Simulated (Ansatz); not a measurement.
Y (dhcp (α-La type), space group No. 194) at seven volumes, the program Ansatz at the PBE level (PAW), shape and atoms relaxed at each. One row is withheld.

```csv
V (Å³/atom),P (GPa)
29.544,?
30.518,2.70
31.492,1.26
32.466,0.00
33.440,-1.11
34.414,-2.10
35.388,-2.96
```

Task: Fit the shown pressures and predict the withheld one.

Result: P = (3/2)B₀(x^(7/2) − x^(5/2))[1 + (3/4)(B′ − 4)(x − 1)] with x = (V₀/V)^(2/3). Least squares on the six rows gives V₀ = 32.465 Å³/atom, B₀ = 39.5 GPa, B′ = 3.22. At V = 29.544, x = 1.0649 and P = 4.33 GPa. The run itself gave 4.32 GPa.

Space group P6_3/mmc (dhcp (α-La type)). The first step of the workflow began from a Materials Project structure, measured or hypothetical. Its sites differ from those of the usual phase in this space group: another stacking or structure type. Symmetry was held in the PBE relaxation; whether a distortion lowers the energy is not shown. The workflow began spin-polarised and lost its moments.

Potentials: the later of the program's two PAW sets.
